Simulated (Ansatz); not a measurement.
# In2Se3, first-principles data

In$_{2}$Se$_{3}$:
```yaml
crystal:
  lattice:
    - [3.97406, 0.00000, 0.00000]
    - [-1.98703, 3.44164, 0.00000]
    - [0.00000, 0.00000, 9.86979]
  atoms:
    - { symbol: In, position: [0.33333, 0.66667, 0.18928] }
    - { symbol: In, position: [0.66667, 0.33333, 0.81072] }
    - { symbol: Se, position: [0.00000, 0.00000, 0.00000] }
    - { symbol: Se, position: [0.33333, 0.66667, 0.67657] }
    - { symbol: Se, position: [0.66667, 0.33333, 0.32343] }
```

Space group P-3m1 (No. 164), La2O3 or Ni2Al3 type; conventional cell a = b = 3.974 Å, c = 9.870 Å, α = β = 90.00°, γ = 120.00°.

Method: DFT-r²SCAN in the program Ansatz with PAW potentials. Structure relaxed to zero pressure with the same functional. Other levels are named where they apply.

Cell and energy:

- Volume per atom = 27.00 Å³
- Density = 5.74 g/cm³
- Formation energy from the elements (no fitted shifts) = -0.65 eV/atom

Electronic structure:

- Band gap = 0.51 eV (indirect)
- Valence-band maximum = on the K–Γ line, 54 % of the way from K
- Conduction-band minimum = at M (3 equivalent valleys)
- Smallest direct gap on the standard path = 0.89 eV
- Electron effective mass = 0.16, 0.30, 0.64 mₑ (principal values)
- Electron effective mass with spin–orbit coupling = 0.16, 0.30, 0.65 mₑ (principal values)
- Hole effective mass = 0.35, 1.8, 2.4 mₑ (principal values)
- Hole effective mass with spin–orbit coupling = 0.35, 2.2, 2.8 mₑ (principal values)
- HSE06 gap on the r²SCAN cell = 0.82 eV
- Gap with spin–orbit coupling = 0.50 eV

Charges:

Bader charges: In +1.22, Se -0.97 to -0.73 e

The cell is a constructed one: a structure type filled with these elements; neither database checked (COD, Materials Project) lists it. COD files the formula under space group No. 160, 166, 169, 170. Whether it is the stable phase at ambient conditions was not checked. Symmetry was held in the r²SCAN relaxation; its stability against distortions is not shown here. The references are the lowest solids computed at this level, not always the standard phases. Scalar-relativistic: spin–orbit coupling is off unless named, which matters more the heavier the elements.

Potentials: the earlier of the program's two PAW sets.
